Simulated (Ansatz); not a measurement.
Relaxed candidate structures of TeS₂:

A. P-3m1 (No. 164), hP3, CdI2 type; a = b = 3.7428 Å, c = 5.4635 Å, α = β = 90.00°, γ = 120.00°; S 2d (0.333, 0.667, 0.215); Te 1b (0.000, 0.000, 0.500)

B. P-3m1 (No. 164), hP6; a = b = 3.7277 Å, c = 11.9534 Å, α = β = 90.00°, γ = 120.00°; S 2c (0.000, 0.000, 0.132); Te 2d (0.667, 0.333, 0.263); S 2d (0.333, 0.667, 0.393)

C. R-3m, hexagonal axes (No. 166), hR3; a = b = 3.7178 Å, c = 18.8936 Å, α = β = 90.00°, γ = 120.00°; S 6c (0.000, 0.000, 0.416); Te 3a (0.000, 0.000, 0.000)

Problem. Rank these by energy per atom (lowest first), as PBEsol-D3(BJ) (plane waves to 420 eV, PAW, scalar-relativistic; Ansatz, a first-principles code) gives it.

Solution. A (reference), B (+0.04 eV/atom), C (+0.06 eV/atom)

Problem. Give each candidate's band gap.

Solution. No gap: A. B: 0.28 eV (no spin-orbit coupling); C: 0.23 eV (no spin-orbit coupling).

Each run could gain symmetry but not lose that of its start, so entries can be saddle points. All of these are generated cells (placed on structure types, drawn at random, substituted or restacked) that were not matched to a known phase here. The real structure of this composition may not be among these, and whether this composition forms is not checked here. Energies are at zero temperature and pressure, without zero-point motion. The runs use different k-meshes, so differences are rounded accordingly. No spin polarisation in the result. Without spin-orbit coupling the bands of the heavy element are not split, so the gap can be far off.
